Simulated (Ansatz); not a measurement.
135Ba nuclear quadrupole resonance in Ba₆LiNb₂IrCl₂O₁₂

Cell: a computed structure from the Materials Project (it need not be an observed phase).

```cif
data_Ba6LiNb2IrCl2O12
_symmetry_space_group_name_H-M 'C2/m'
_symmetry_Int_Tables_number 12
_cell_length_a 10.6761
_cell_length_b 5.9965
_cell_length_c 15.2194
_cell_angle_alpha 90.000
_cell_angle_beta 95.915
_cell_angle_gamma 90.000
loop_
_atom_site_label
_atom_site_type_symbol
_atom_site_symmetry_multiplicity
_atom_site_Wyckoff_symbol
_atom_site_fract_x
_atom_site_fract_y
_atom_site_fract_z
Ba1 Ba 4 i 0.3293 0.0000 0.3634
Ba2 Ba 4 i 0.3517 0.0000 0.7830
Ba4 Ba 4 i 0.7165 0.0000 0.9012
Li Li 2 b 0.5000 0.0000 0.0000
Nb Nb 4 i 0.0290 0.0000 0.8189
Ir Ir 2 a 0.0000 0.0000 0.0000
Cl Cl 4 i 0.6553 0.0000 0.4242
O13 O 8 j 0.4535 0.7518 0.9087
O14 O 8 j 0.6111 0.7368 0.7606
O17 O 4 i 0.8622 0.0000 0.7552
O21 O 4 i 0.8384 0.0000 0.0694
```

One atom of each set is listed; the run and its k-mesh use a cell of 24 atoms with edges of 6.12, 6.12, 15.22 Å.

Method: Kohn–Sham DFT in Ansatz, PBE, plane waves and PAW, scalar-relativistic, 420 eV cutoff, Γ-centred 5×5×2 k-points, Fermi–Dirac smearing 0.02 eV.

135Ba: I = 3/2, Q = 153.0 mb (year-2017 value). Static lattice, zero field.

Sites with a gradient: Ba1 (2 atoms; 3 O at 2.58–2.59 Å, 4 Cl at 3.22–3.69 Å; also 3 Ba at 4.01–4.10 Å); Ba2 (2 atoms; 9 O at 2.57–3.24 Å, 1 Cl at 3.15 Å); Ba4 (2 atoms; 10 O at 2.75–3.19 Å; also 1 Li at 2.88 Å).

**Question.** The simulated spectrum has lines at 18.8, 24.5, 29.6 MHz. Sort them into the sets that belong together, and say which site each set most likely comes from.

**Answer.** For I = 3/2 there is one line, ν = (|C_Q|/2)(1 + η²/3)^½. Ba1: 29.6 MHz (|C_Q| = 58.8 MHz, η = 0.19). Ba2: 18.8 MHz (|C_Q| = 36.2 MHz, η = 0.48). Ba4: 24.5 MHz (|C_Q| = 46.4 MHz, η = 0.58).

The sites follow from the calculation. Like point charges on the first shell alone (each adding as 1/d³) would give another order (Ba4 < Ba2 < Ba1): the kind of neighbour, the covalent part of each bond and the atoms beyond the first shell count as well.

The largest force is 0.4 eV/Å, so the atoms aren't at the calculated equilibrium and relaxing them would move these values. Without spin–orbit coupling (the program notes it for Ba) the gradients are little affected as a rule: paired runs on crystals with a gap mostly move them by under 2 % at such atoms.

Hardware: 2 threads of Arm Neoverse N1 (aarch64; 8 cores open to the job, memory cap 5.0 GiB, no GPU), a shared host with a load of 1.1 a core. Wall time 2 min, CPU time 4 min, peak memory 1.6 GiB.
